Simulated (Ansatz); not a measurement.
According to plane-wave PAW PBEsol (Ansatz code), SiGe in the orthorhombic phase (Pmma; Si on 2e, Si on 2f, Ge on 2e, Ge on 2f) relaxes to a = 3.925 Å, b = 3.922 Å, c = 11.082 Å. Si on 2e has 4 nearest neighbours from 2.37 Å (tetrahedral); Si on 2f has 4 nearest neighbours from 2.37 Å (tetrahedral); Ge on 2e has 4 nearest neighbours from 2.40 Å (tetrahedral); Ge on 2f has 4 nearest neighbours from 2.43 Å (tetrahedral). Against the elements it lies at 0.013 eV/atom, with no fitted shifts.

The Kohn–Sham gap is 0.25 eV (indirect). HSE06 on the same cell gives 0.90 eV. Gap from PBEsol with spin–orbit coupling: 0.20 eV. The electron mass is 0.14, 0.27, 4.1 mₑ (principal values). The hole mass is 0.061, 0.24, 2.1 mₑ (principal values).

An equation-of-state fit gives a bulk modulus of 80.9 GPa. The elastic constants imply a Debye temperature near 449 K. Without the LO–TO term the highest mode at Γ lies at 59.6 meV.

The start of the workflow was typed in or built on a structure type; neither database checked (COD, Materials Project) lists it. Whether it is the stable phase at ambient conditions was not checked. Symmetry was held in the PBEsol relaxation; of distortions, only those at the zone centre were tested. The references are the lowest solids computed at this level, not always the standard phases. Scalar-relativistic: spin–orbit coupling is off unless named, which matters more the heavier the elements.

Potentials: the later of the program's two PAW sets.
